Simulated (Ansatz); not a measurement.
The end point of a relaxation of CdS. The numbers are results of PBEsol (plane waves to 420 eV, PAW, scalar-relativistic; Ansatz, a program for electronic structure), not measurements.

```cif
data_Cd2S2
_chemical_formula_sum 'Cd2 S2'
_space_group_name_H-M_alt 'P 1'
_space_group_IT_number 1
_cell_length_a 4.12504
_cell_length_b 4.12504
_cell_length_c 6.70814
_cell_angle_alpha 90.000
_cell_angle_beta 90.000
_cell_angle_gamma 120.000
loop_
_space_group_symop_operation_xyz
  'x, y, z'
loop_
_atom_site_label
_atom_site_type_symbol
_atom_site_fract_x
_atom_site_fract_y
_atom_site_fract_z
_atom_site_occupancy
Cd1 Cd 0.66667 0.33333 0.80223 1
Cd2 Cd 0.33333 0.66667 0.30223 1
S1 S 0.66667 0.33333 0.17888 1
S2 S 0.33333 0.66667 0.67888 1
```

Task: Determine the symmetry and give the standard cell with its independent sites.

Result: Space group P6₃mc (No. 186); a = b = 4.1250 Å, c = 6.7081 Å, α = β = 90.00°, γ = 120.00°

| atom | site | symmetry | x | y | z |
|---|---|---|---|---|---|
| Cd | 2b | 3m. | 0.3333 | 0.6667 | 0.3022 |
| S | 2b | 3m. | 0.6667 | 0.3333 | 0.1789 |

This is the wurtzite type.

Task: Give the shortest distances between elements (the closest pairs, up to four, under 3.6 Å).

Result: Cd–S 2.52 Å.

Volume per atom: 24.71 Å³
Band gap: 1.09 eV, direct at Γ (no spin-orbit coupling)

No spin polarisation in the result.

Measured for CdS: a 4.136 Å (as listed in Ankan Biswas, S.R. Meher, Deepak K. Kaushik, Journal of Physics Conference Series (2022)); c 6.714 Å (as listed in Ankan Biswas, S.R. Meher, Deepak K. Kaushik, Journal of Physics Conference Series (2022)). Computed minus measured — a: PBEsol -0.3 %; c: PBEsol -0.1 %. The computed values are for a static lattice.

The run could not lose the symmetry of its start.

It was reached from a disturbed copy of a P6₃/mmc (No. 194) cell, against which it lies -0.079 eV/atom.
